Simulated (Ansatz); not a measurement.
B$_{2}$Ir:
```
B2Ir
1.0
    3.09841     0.00000     0.00000
   -1.54920     2.68330     0.00000
    0.00000     0.00000     3.18187
Ir B
1 2
Direct
  0.00000   0.00000   0.00000
  0.33333   0.66667   0.50000
  0.66667   0.33333   0.50000
```

Relaxed with PBEsol. Special points in fractions of this cell's reciprocal vectors: Γ (0.000, 0.000, 0.000); M (0.500, 0.000, 0.000); K (0.333, 0.333, 0.000); A (0.000, 0.000, 0.500); L (0.500, 0.000, 0.500); H (0.333, 0.333, 0.500).

Task: List the band energies nearest the Fermi level at these points for plane-wave PAW PBEsol with spin–orbit coupling (Ansatz code).

Result: In eV from the Fermi level; about four levels below and three above (degenerate sets whole), none deeper than 8.9 eV; points with the same levels are listed once.

```csv
k,below,above
Γ,-2.48 -2.48 -2.00 -2.00,1.45 1.45 1.94 1.94
M,-1.32 -1.32 -0.23 -0.23,1.92 1.92 5.24 5.24
K,-1.86 -1.86 -1.76 -1.76,5.44 5.44 5.70 5.70
A,-1.96 -1.96 -1.96 -1.96 -1.73 -1.73,4.47 4.47 7.62 7.62
L,-1.25 -1.25 -1.04 -1.04,1.85 1.85 2.21 2.21
H,-5.96 -5.96 -1.31 -1.31,1.36 1.36 1.47 1.47
```

Space group P6/mmm. A made-up cell: these elements were put on the sites of a structure type; neither database checked (COD, Materials Project) lists it. Its standing as an ambient phase is unchecked. The cell was relaxed with PBEsol under the symmetry of its start. At this level the phase is dynamically unstable (imaginary phonons). No spin polarisation was allowed.

Potentials: the earlier of the program's two PAW sets. The files were generated under PBE; for other functionals the program regenerates the frozen cores, and for LDA and PBEsol the local potential too.
